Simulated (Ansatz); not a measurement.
Computed with Ansatz 0.2.0, DFT PBE, scalar-relativistic, plane waves, PAW. Settings: cutoff 420 eV, Γ-centred meshes spaced at most about 0.3 Å⁻¹, and about 0.25 Å⁻¹ or finer for metals (2π included), Gaussian smearing. No spin polarisation in the final relaxations.

These are static total energies at zero pressure. All come from trial cells, and lower structures may exist.

**Question.** These unrelaxed guesses for In₂GeS₂ are each relaxed within their symmetry. Order them by the energy at which they end, lowest first.
A.

```xyz
5
Lattice="3.9187 0.0000 0.0000 -1.9594 3.3937 0.0000 0.0000 0.0000 9.5683" Properties=species:S:1:pos:R:3 pbc="T T T"
In    0.0000    2.2625    3.3043
In    1.9594    1.1312    6.2640
Ge    0.0000    0.0000    4.7842
S     0.0000    2.2625    8.0796
S     1.9594    1.1312    1.4887
```

B.

```xyz
5
Lattice="3.7457 0.0000 0.0000 -1.8728 3.2438 0.0000 0.0000 0.0000 10.1555" Properties=species:S:1:pos:R:3 pbc="T T T"
In    1.8728    1.0813    2.9626
In    0.0000    2.1626    7.1929
Ge    0.0000    0.0000    0.0000
S     1.8728    1.0813    8.8619
S     0.0000    2.1626    1.2937
```

C.

```xyz
5
Lattice="4.4541 0.0000 0.0000 -2.2270 3.8573 0.0000 0.0000 0.0000 7.7489" Properties=species:S:1:pos:R:3 pbc="T T T"
In    2.2270    1.2858    1.7544
In    2.2270    1.2858    5.9945
Ge    0.0000    0.0000    3.8744
S     0.0000    0.0000    0.0000
S     0.0000    2.5716    3.8744
```

D.

```xyz
5
Lattice="-2.7300 2.7300 4.8173 2.7300 -2.7300 4.8173 2.7300 2.7300 -4.8173" Properties=species:S:1:pos:R:3 pbc="T T T"
In    0.0000    0.0000    7.7053
In    0.0000    0.0000    1.9293
Ge    0.0000    0.0000    4.8173
S     0.0000    2.7300    2.4086
S     2.7300    0.0000    2.4086
```

**Answer.** B (ends in P-3m1, 0 meV/atom), A (ends in P-3m1, 76 meV/atom), C (ends in P-6m2, 210 meV/atom), D (ends in I4/mmm, 0.31 eV/atom).

Weakly bound directions are ill-defined at this level, which has no dispersion term (P-3m1 at 26.4 Å³/atom), and this can change margins and order among such cells. Cells relaxed within their symmetry can be saddle points; a later kick test found a lower structure for In2GeS2 P-6m2.

Some structure types and database cells were kept out of the candidates from the start, so a known form may be missing.
